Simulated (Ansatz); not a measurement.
The relaxed structure here is a generated cell of VN: the first start was made by a random draw of sites in a space group, and the end was not matched to a known phase here, so it may be hypothetical. Known forms of VN include space group No. 225.

One stationary structure of VN. Space group I4/mmm (No. 139). Computed with PBEsol (plane waves to 420 eV, PAW, scalar-relativistic; Ansatz, a program for electronic structure).

Space group I4/mmm (No. 139); a = 6.3412 Å, b = 6.3412 Å, c = 5.2781 Å, α = 90.00°, β = 90.00°, γ = 90.00°

```tsv
atom	site	symmetry	x	y	z
N	8i	m2m.	0.0000	0.2991	0.0000
V	2b	4/mmm	0.0000	0.0000	0.5000
V	4d	-4m2	0.0000	0.5000	0.2500
V	2a	4/mmm	0.0000	0.0000	0.0000
```
(The calculation used a cell of 8 atoms; values per cell refer to that cell.)

Question: What magnetic moment does PBEsol give?

Answer: Net 0.40 μB/atom, ferromagnetic.

Spin state reached: ferromagnetic (net 0.40 μB/atom), from parallel starting moments; other spin orders were not run from this start.

The run could not lose the symmetry of its start, so the end can be a saddle point.
